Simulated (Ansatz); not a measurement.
Computed with DFT PBE, scalar-relativistic, plane waves, PAW in Ansatz. All cells share a 420 eV cutoff and Γ-centred k meshes spaced at most about 0.3 Å⁻¹ (about 0.25 or finer for metals, 2π included). No spin polarisation in the final relaxations.

Each of these unrelaxed guesses is relaxed in cell and atoms within its symmetry. A guess keeps its type if space group and coordination stay and the shape of the cell changes little (axis ratios within about 15 %, angles within 6°); the volume may change.

1. LaF5

```
CELL_PARAMETERS angstrom
0.00000 3.50827 3.50827
3.50827 0.00000 3.50827
3.50827 3.50827 0.00000
ATOMIC_POSITIONS crystal
La 0.00000 0.00000 0.00000
F 0.12500 0.62500 0.62500
F 0.62500 0.62500 0.62500
F 0.62500 0.12500 0.62500
F 0.62500 0.62500 0.12500
F 0.25000 0.25000 0.25000
```

2. Mg3CdTe4

```
CELL_PARAMETERS angstrom
5.97453 0.00000 0.00000
0.00000 5.97453 0.00000
0.00000 0.00000 5.97453
ATOMIC_POSITIONS crystal
Mg 0.00000 0.00000 0.50000
Mg 0.00000 0.50000 0.00000
Mg 0.50000 0.00000 0.00000
Cd 0.50000 0.50000 0.50000
Te 0.75000 0.75000 0.75000
Te 0.75000 0.25000 0.25000
Te 0.25000 0.75000 0.25000
Te 0.25000 0.25000 0.75000
```

3. Sc2TaO2

```
CELL_PARAMETERS angstrom
-1.92363 1.92363 4.76979
1.92363 -1.92363 4.76979
1.92363 1.92363 -4.76979
ATOMIC_POSITIONS crystal
Sc 0.75000 0.25000 0.50000
Sc 0.25000 0.75000 0.50000
Ta 0.00000 0.00000 0.00000
O 0.62662 0.62662 0.00000
O 0.37338 0.37338 0.00000
```

4. Mg2CdS3

```
CELL_PARAMETERS angstrom
3.93060 0.00000 0.00000
-1.96530 3.40400 0.00000
0.00000 0.00000 9.62796
ATOMIC_POSITIONS crystal
Mg 0.66667 0.33333 0.83333
Mg 0.33333 0.66667 0.16667
Cd 0.00000 0.00000 0.50000
S 0.33333 0.66667 0.66667
S 0.66667 0.33333 0.33333
S 0.00000 0.00000 0.00000
```

5. Ta3WN2

```
CELL_PARAMETERS angstrom
2.48735 1.43608 3.98776
-2.48735 1.43608 3.98776
0.00000 -2.87215 3.98776
ATOMIC_POSITIONS crystal
Ta 0.50000 0.00000 0.00000
Ta 0.00000 0.00000 0.50000
Ta 0.00000 0.50000 0.00000
W 0.00000 0.00000 0.00000
N 0.37678 0.37678 0.37678
N 0.62322 0.62322 0.62322
```

Task: Which keep their type?

Result: Guesses 1, 2 and 4 keep their type.

```csv
guess,kept,start group,end group,V start (Å³/atom),V end,"b/a and c/a, end over start",nearest neighbours start,nearest neighbours end
1,yes,F-43m,F-43m,14.4,11.6,"1.00, 1.00","F 6/16, La 16","F 6/16, La 16"
2,yes,P-43m,P-43m,26.7,34.9,"1.00, 1.00","Cd 4, Mg 4, Te 4","Cd 4, Mg 4, Te 4"
3,no,I4/mmm,I4/mmm,14.1,17.3,"1.00, 0.95","O 5, Sc 4, Ta 16","O 5, Sc 4, Ta 2"
4,yes,P-3m1,P-3m1,21.5,18.9,"1.00, 1.00","Cd 6, Mg 6, S 6","Cd 6, Mg 6, S 6"
5,no,R-3m,R-3m,14.2,22.7,"1.00, 0.62","N 16, Ta 6, W 6","N 4, Ta 2, W 2"
```

Neighbours count within 15 % of an atom's shortest distance; end groups are read at 0.02 Å (0.05 Å in metals).

These runs have no spin–orbit coupling, which can matter for Ta, Te and W. In Sc2TaO2 I4/mmm an odd number of electrons in the primitive cell allows no gap without spin; a larger cell or a magnetic state could open one. A magnetic state wasn't ruled out in cells without spin, among them LaF5 F-43m, Sc2TaO2 I4/mmm. Cells relaxed within their symmetry can be saddle points.

In counts of neighbours, a slash parts the counts of unlike sites.
